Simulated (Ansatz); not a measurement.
Computed with Ansatz 0.2.0, DFT PBE, scalar-relativistic, plane waves, PAW. Cutoff 420 eV, Γ-centred 6×6×6 mesh (12-atom cell), Gaussian smearing of 0.02 eV, no spin polarisation.

Formation energies are uncorrected and count from the elements' standard states at the same level.

Task: Find a candidate trigonal semiconductor that holds Al and 2 more elements, with a gap near 1.4 eV, a formation energy near −0.51 eV/atom and about 19 Å³ per atom, in a cell of 12 atoms.

Result: Al₅BP₆, space group P31m (No. 157). Al on a site of symmetry m is surrounded by 4 P at 2.34–2.40 Å; Al on a site of symmetry 3 is surrounded by 4 P at 2.38–2.43 Å; B is surrounded by 4 P at 2.03 Å; P on a site of symmetry m is surrounded by 1 B at 2.03 Å and 3 Al at 2.40–2.43 Å; 2 more sites not described.

```xyz
12
Lattice="6.5359 0.0000 0.0000 -3.2679 5.6602 0.0000 0.0000 0.0000 6.2023" Properties=species:S:1:pos:R:3 pbc="T T T"
Al    4.4503    0.0000    0.0020
Al    1.0428    1.8062    0.0020
Al   -2.2251    3.8540    0.0020
Al    3.2679    1.8867    3.1041
Al    0.0000    3.7735    3.1041
B     0.0000    0.0000    3.0903
P     4.6297    0.0000    2.3934
P     0.9531    1.6507    2.3934
P    -2.3149    4.0095    2.3934
P     0.0000    0.0000    5.1178
P     3.2679    1.8867    5.4797
P     0.0000    3.7735    5.4797
```

* Volume per atom: 19.12 Å³
* Density: 2.40 g/cm³
* Formation energy: −0.515 eV/atom
* Gap on the 6×6×6 mesh of the 12-atom cell: 1.40 eV

It was reached by relaxing an invented guess, and it needn't be the stable form of this composition. Other answers may fit too; this one was computed.

Kohn–Sham gaps at this level usually fall short of measured ones. The reference form of P is held partly by dispersion forces, which this level lacks. A later test with randomly moved atoms came back to the same energy, though modes that don't fit the test's cell weren't probed.
